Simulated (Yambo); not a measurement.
RbScMo$_{2}$O$_{8}$ (space group P-3m1, No. 164), G0W0@PBEsol in Yambo with this input:

```
rim_cut
gw0
dyson
el_el_corr
HF_and_locXC
ppa
em1d
RandQpts= 1000000
RandGvec= 1 Ry
EXXRLvcs= 84 Ry
VXCRLvcs= 336 Ry
Chimod= "HARTREE"
% BndsRnXp
 4 | 260 |
%
NGsBlkXp= 6 Ry
% LongDrXp
 1.0 | 1.0 | 1.0 |
%
PPAPntXp= 27.2114 eV
% GbndRnge
 1 | 260 |
%
GTermKind= "BG"
DysSolver= "n"
ExtendOut
```

On a 3×3×2 mesh, with wavefunctions cut at 84 Ry, the gap (Γ → Γ) is 5.959 eV and the valence edge shifts by -0.762 eV.

**Question.** What happens with this change: 110 bands in G?

**Answer.** The gap rises by 0.040 eV, to 5.999 eV; the shift of the valence edge becomes -0.711 eV. Neither run is shown to be the converged limit.

Spin-orbit coupling is not included.

Geometry of the Materials Project entry, not relaxed at this level; primitive cell a = b = 5.906 Å, c = 7.804 Å, α = β = 90.00°, γ = 120.00°.

The structure is a Materials Project entry; no match was found in the copy of COD used, and its stability was not checked.

A shift is the quasiparticle energy of the state minus its PBEsol energy.
